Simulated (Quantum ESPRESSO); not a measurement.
## Band energies of AgBr

```
AgBr
1.0
    0.00000     2.83746     2.83746
    2.83746     0.00000     2.83746
    2.83746     2.83746     0.00000
Br Ag
1 1
Direct
  0.50000   0.50000   0.50000
  0.00000   0.00000   0.00000
```

PBEsol (pw.x of Quantum ESPRESSO, ONCV potentials, with spin-orbit coupling); path ΓXWKΓLUWLK,UX; energies in eV from the valence-band maximum.

```csv
k (1/Å),point,band 26,band 27,band 28,band 29,band 30,band 31,band 32,band 33
0.00,Γ,-1.98,0.41,0.41,9.70,9.70,9.70,9.70,9.79
0.33,,-1.86,2.10,2.10,7.94,7.94,8.31,8.31,9.15
0.78,,-1.93,2.22,2.22,7.03,7.03,7.56,7.56,9.82
1.11,X,-2.30,1.31,1.31,6.77,6.77,8.96,8.96,10.76
1.22,,-2.24,1.46,1.46,6.78,6.78,8.86,8.86,10.48
1.55,,-1.75,3.30,3.30,7.12,7.12,7.41,7.41,7.83
1.66,W,-1.72,3.67,3.67,6.91,6.91,7.40,7.40,7.51
2.05,K,-1.37,2.74,2.74,6.59,6.59,8.06,8.06,9.05
2.48,,-0.16,4.62,4.62,5.20,5.20,7.10,7.10,7.31
2.80,,-0.76,2.59,2.59,7.43,7.43,7.65,7.65,8.42
3.23,Γ,-1.98,0.41,0.41,9.70,9.70,9.70,9.70,9.79
3.65,,-0.97,2.42,2.42,7.17,7.17,8.23,8.23,8.44
3.97,,-0.19,3.36,3.36,6.51,6.51,6.73,6.73,6.93
4.19,L,0.00,3.36,3.36,6.38,6.38,6.59,6.59,6.63
4.38,,-0.23,3.87,3.87,5.34,5.34,6.80,6.80,7.55
4.77,,-1.13,3.08,3.08,6.37,6.37,7.87,7.87,8.63
4.86,U,-1.37,2.74,2.74,6.59,6.59,8.06,8.06,9.05
5.06,,-1.57,3.19,3.19,6.70,6.70,7.86,7.86,8.05
5.25,W,-1.72,3.67,3.67,6.91,6.91,7.40,7.40,7.51
5.45,,-1.38,3.82,3.82,6.05,6.05,7.55,7.55,7.99
5.84,,-0.24,3.89,3.89,5.32,5.32,6.81,6.81,7.56
6.04,L,0.00,3.36,3.36,6.38,6.38,6.59,6.59,6.63
6.12,,-0.06,3.47,3.47,6.00,6.00,6.55,6.55,7.08
6.46,,-0.73,3.76,3.76,5.58,5.58,7.75,7.75,7.86
6.72,K,-1.37,2.74,2.74,6.59,6.59,8.06,8.06,9.05
6.72,U,-1.37,2.74,2.74,6.59,6.59,8.06,8.06,9.05
7.11,X,-2.30,1.31,1.31,6.77,6.77,8.96,8.96,10.76
```

The PBEsol gap is indirect, 0.41 eV, from L to Γ; the smallest direct gap is 2.39 eV.

Geometry relaxed with PBEsol.
